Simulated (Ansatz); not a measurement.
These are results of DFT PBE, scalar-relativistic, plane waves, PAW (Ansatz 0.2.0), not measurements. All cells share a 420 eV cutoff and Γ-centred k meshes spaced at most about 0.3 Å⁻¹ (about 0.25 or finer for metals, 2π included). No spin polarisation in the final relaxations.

These are static total energies at zero pressure. All come from trial cells, and lower structures may exist.

Task: These unrelaxed guesses for Sn2As2Se are each relaxed within their symmetry. Order them by the energy at which they end, lowest first.
A.

```xyz
5
Lattice="4.2920 0.0000 0.0000 -2.1460 3.7170 0.0000 0.0000 0.0000 5.1910" Properties=species:S:1:pos:R:3 pbc="T T T"
Sn    0.0000    2.4780    2.5955
Sn    2.1460    1.2390    2.5955
As    0.0000    2.4780    0.0000
As    2.1460    1.2390    0.0000
Se    0.0000    0.0000    2.5955
```

B.

```xyz
5
Lattice="-2.9599 2.9599 3.8555 2.9599 -2.9599 3.8555 2.9599 2.9599 -3.8555" Properties=species:S:1:pos:R:3 pbc="T T T"
Sn    0.0000    2.9599    1.9278
Sn    2.9599    0.0000    1.9278
As    0.0000    0.0000    1.9617
As    0.0000    0.0000    5.7494
Se    0.0000    0.0000    3.8555
```

C.

```xyz
5
Lattice="4.4306 0.0000 0.0000 -2.2153 3.8370 0.0000 0.0000 0.0000 9.3224" Properties=species:S:1:pos:R:3 pbc="T T T"
Sn    0.0000    2.5580    0.0000
Sn    2.2153    1.2790    0.0000
As    0.0000    0.0000    3.2824
As    0.0000    0.0000    6.0400
Se    0.0000    0.0000    0.0000
```

D.

```xyz
5
Lattice="2.4116 -4.9187 0.0000 2.4116 4.9187 0.0000 0.0000 0.0000 6.0635" Properties=species:S:1:pos:R:3 pbc="T T T"
Sn    3.6084    0.0000    0.0000
Sn    1.2148    0.0000    0.0000
As    1.2058    2.4593    0.0000
As    1.2058   -2.4593    0.0000
Se    2.4116    0.0000    3.0317
```

Result: B (ends in I4/mmm, 0 meV/atom), A (ends in P6/mmm, 189 meV/atom), D (ends in Cmmm, 0.34 eV/atom), C (ends in P6/mmm, 0.58 eV/atom).

Weakly bound directions are ill-defined at this level, which has no dispersion term (P6/mmm at 50.4 Å³/atom), and this can change margins and order among such cells. Cells relaxed within their symmetry can be saddle points. Some types were kept out of the candidates beforehand, so the set may lack a known form.
